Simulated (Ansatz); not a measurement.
input.yaml (Ansatz)

```yaml
crystal:
  lattice:
    - [-1.6880470396, 1.6880470396, 1.6880470396]
    - [1.6880470396, -1.6880470396, 1.6880470396]
    - [1.6880470396, 1.6880470396, -1.6880470396]
  atoms:
    - { symbol: Se, position: [0.0, 0.0, 0.0] }
hamiltonian:
  xc: pbesol
  pseudopotentials:
    kind: paw
    azcp:
      Se: "pseudopotentials/Se.paw.azcp"
basis:
  ecutwfc: 420
  fft_grid_basis: typed
kpoints:
  mp_grid: { grid: [21, 21, 21], shift: [0, 0, 0] }
magnetization:
  spin_polarized: false
scf:
  occupations: { method: fermi_dirac, width: 0.1 }
```

and its output:

```
Warning: the record states the generating functional pbe (its physics header spells it `PBE`), which answers neither for hamiltonian.xc's functional nor for the pbesol family's — results may be inconsistent (PPs are generated against a specific XC)
Engine: ansatz 0.2.0, aarch64-unknown-linux-gnu
Pseudopotentials: kind: paw
Pseudopotential: Se, paw, valence charge 16, recommended cutoff 420 eV (normal) 
Functional definition: PBEsol
  exchange = pbesol_x
  correlation = pbesol_c
Crystal: 1 atoms, lattice volume = 19.240 Å³
Basis set: ecut = 420 eV, 369 PW (Γ)
Bands: 12, of which v1, the nominal top of the filled ones, is band 8 counted from 1 (7 counted from 0)
Symmetry: 48 space group operations
Space group: Im-3m (ITA 229), of the structure as read, at distance tolerance 2.7e-5 Å
k-points: 286 of 9261
Non-local potential: Se, projectors of the file, l = 0: 2, l = 1: 2, l = 2: 3, l = 3: 1
PAW form: soft (Blöchl's): semilocal exchange-correlation on the pseudo side does not see the compensation charge
PAW frozen core: Se, regenerated for the run's functional, and the local potential with it (the file was generated under x = pbe(κ = 0.804, μ = 0.2195149727645171), c = pbe(β = 0.06672455060314922))
PAW one-centre angular grid: Se, 590 points (default); XC on 64 Gauss nodes
Initial density: superposition of atomic densities (neutral atoms: chi_scale 0, normalization atom), corrected by the library's trained network
Initial wavefunctions: pseudopotential atomic-orbital guess
Functional: x = pbesol(κ = 0.804, μ = 0.12345679012345678), c = pbesol(β = 0.046)
SCF iter   1: F=—  HF=-5423.756760 eV  |F-HF|=—  |Δ(HF+E_count)|=         —  Δρ=1.90e-3  dr2=4.12e-4  ethr=1.77e-3  ⟨swp⟩=5.1  Hψ=20229  notcnv=0
SCF iter   2: F=—  HF=-5423.756509 eV  |F-HF|=—  |Δ(HF+E_count)|=   2.51e-4  Δρ=1.28e-3  dr2=2.07e-4  ethr=2.58e-6  ⟨swp⟩=2.0  Hψ=8012  notcnv=0
SCF iter   3: F=—  HF=-5423.756580 eV  |F-HF|=—  |Δ(HF+E_count)|=   7.10e-5  Δρ=5.86e-4  dr2=4.87e-5  ethr=1.30e-6  ⟨swp⟩=2.0  Hψ=4734  notcnv=0
SCF iter   4: F=—  HF=-5423.756594 eV  |F-HF|=—  |Δ(HF+E_count)|=   1.45e-5  Δρ=8.70e-5  dr2=1.63e-6  ethr=3.05e-7  ⟨swp⟩=2.5  Hψ=5574  notcnv=0
SCF iter   5: F=—  HF=-5423.756594 eV  |F-HF|=—  |Δ(HF+E_count)|=   6.60e-7  Δρ=2.88e-5  dr2=8.16e-8  ethr=1.02e-8  ⟨swp⟩=2.0  Hψ=5737  notcnv=0
SCF iter   6: F=-5423.756594 eV  HF=-5423.756594 eV  |F-HF|=2.93e-9  |Δ(HF+E_count)|=   5.44e-8  Δρ=5.38e-6  dr2=2.80e-9  ethr=5.10e-10  ⟨swp⟩=2.9  Hψ=7949  notcnv=0
SCF 1 converged in 6 iterations: F = -5423.756594 eV  dr2 = 2.80e-9
SCF converged after 6 iterations
Free energy (F): -5423.756594 eV
Harris-Foulkes:  -5423.756594 eV  (|F-HF|=2.93e-9)
Internal energy: -5423.731283 eV  (E = F + TS)
E sigma→0 (E₀):  -5423.743939 eV
Entropy (-TS):   -0.025310 eV (-25.310 meV/atom)
Fermi energy:    12.060457 eV
--- Per-component energies (eV) ---
  E_band       = -331.982344
  E_kinetic    = 117.301857
  E_local      = -2008.583768  (includes V_loc(G=0)·N_el)
  E_nonlocal   = -590.847536
  E_hartree    = 1016.126478
  E_xc         = -103.025121
  E_vxc        = -97.692924  (∫ρ·V_xc dr)
  E_paw        = -1868.897332  (= ΣΔE_a)
  E_vpaw       = 215.588642  (= ΣTr[D̂ρ^β])
  E_aug_tail   = -0.000617  (compensation charges beyond the density's cutoff)
  E_ewald      = -1986.813694
  E_core_change = 1.008450  (= ΣΔE_core)
  E_smearing   = -0.025310  (= −TS)
  E_closure    = 0.000000  (closes the sum)
  Σ components = -5423.756594   (vs F -5423.756594, Δ=0.00e0)
```
